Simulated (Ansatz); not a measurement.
RbHgF₃:
```yaml
crystal:
  lattice:
    - [4.53399, 0.00000, 0.00000]
    - [0.00000, 4.53399, 0.00000]
    - [0.00000, 0.00000, 4.53399]
  atoms:
    - { symbol: Rb, position: [0.00000, 0.00000, 0.00000] }
    - { symbol: Hg, position: [0.50000, 0.50000, 0.50000] }
    - { symbol: F, position: [0.50000, 0.00000, 0.50000] }
    - { symbol: F, position: [0.00000, 0.50000, 0.50000] }
    - { symbol: F, position: [0.50000, 0.50000, 0.00000] }
```

x, y and z are the axes in which the lattice vectors are written.

### Question
Give the high-frequency dielectric tensor and the Born effective charge tensors of the independent atoms from DFPT, DFT-PBEsol in the program Ansatz with PAW potentials.

### Answer

ε∞:
```
3.12  0.00  0.00
0.00  3.12  0.00
0.00  0.00  3.12
```
Z* of atom 1 (Rb), rows: field, columns: displacement, in e:
```
1.24  0.00  0.00
0.00  1.24  0.00
0.00  0.00  1.24
```
Z* of atom 2 (Hg), rows: field, columns: displacement, in e:
```
2.64  0.00  0.00
0.00  2.64  0.00
0.00  0.00  2.64
```
Z* of atom 3 (F), rows: field, columns: displacement, in e:
```
-0.86   0.00   0.00
 0.00  -2.15   0.00
 0.00   0.00  -0.86
```

Static charges for comparison (Bader): Rb1 +0.91, Hg2 +1.23, F3 -0.71 e. Born charges measure polarisation by displacement and can exceed these by far.

Space group Pm-3m (cubic perovskite). The first step of the workflow began from a Materials Project structure, measured or hypothetical; the Crystallography Open Database files this formula in space group No. 221, but the cells were not matched. Its standing as an ambient phase is unchecked. Symmetry was held in the PBEsol relaxation; its stability against distortions is not shown here. Spin–orbit coupling is left out wherever it is not named.

Potentials: the later of the program's two PAW sets.
